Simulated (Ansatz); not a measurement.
Relaxed-ion elastic tensor of CoPtO2 in space group R-3m (No. 166; Co on 3b, Pt on 3a, O on 6c) in GPa (Voigt order), PBEsol (plane waves, PAW; program Ansatz); density 11.77 g/cm³, 10.09 Å³ per atom.

```csv
,1,2,3,4,5,6
1,384,168,176,-9.3,0.0,0.0
2,168,384,176,9.3,0.0,0.0
3,176,176,660,0.0,0.0,0.0
4,-9.3,9.3,0.0,83.3,0.0,0.0
5,0.0,0.0,0.0,0.0,83.3,-9.3
6,0.0,0.0,0.0,0.0,-9.3,108
```

Problem. Is the crystal mechanically stable?

Solution. Yes: the smallest eigenvalue of C is 80.2 GPa.

Problem. Work out the Voigt, Reuss and Hill averages.

Solution. K_V = 274, K_R = 259, K_H = 267; G_V = 115, G_R = 103, G_H = 109 GPa.

Problem. Give Young's modulus, Poisson's ratio, Pugh's ratio and the universal anisotropy index.

Solution. E = 9KG/(3K + G) = 289 GPa; ν = 0.32; K/G = 2.44 (ductile by the Pugh limit of 1.75); A_U = 5G_V/G_R + K_V/K_R − 6 = 0.64.

Problem. Estimate the sound speeds and the Debye temperature.

Solution. v_l = √((K + 4G/3)/ρ) = 5920 m/s, v_t = √(G/ρ) = 3050 m/s, mean 3410 m/s; Θ = (h/k)(3n/4πV)^(1/3) v_m = 470 K.

Problem. Solve the Christoffel equation for the three sound speeds along x, y, z.

Solution. Eigenvalues of C_ijkl n_j n_l equal ρv². In km/s, slowest first: x 2.61, 3.07, 5.71; y 2.66, 3.03, 5.71; z 2.66, 2.66, 7.48.

Problem. How much does each axis shrink under pressure?

Solution. Linear compressibilities β_i = Σ_j S_ij (j = 1 to 3): x 1.6, y 1.6, z 0.66 per TPa.

The PBEsol relaxation kept the symmetry of its start. The run is not spin-polarised. No Hubbard U is applied. As this level gives no gap, shear constants depend on the k-mesh and smearing (Fermi–Dirac, 0.1 eV here). Spin–orbit coupling is left out wherever it is not named.

Potentials: the later of the program's two PAW sets.
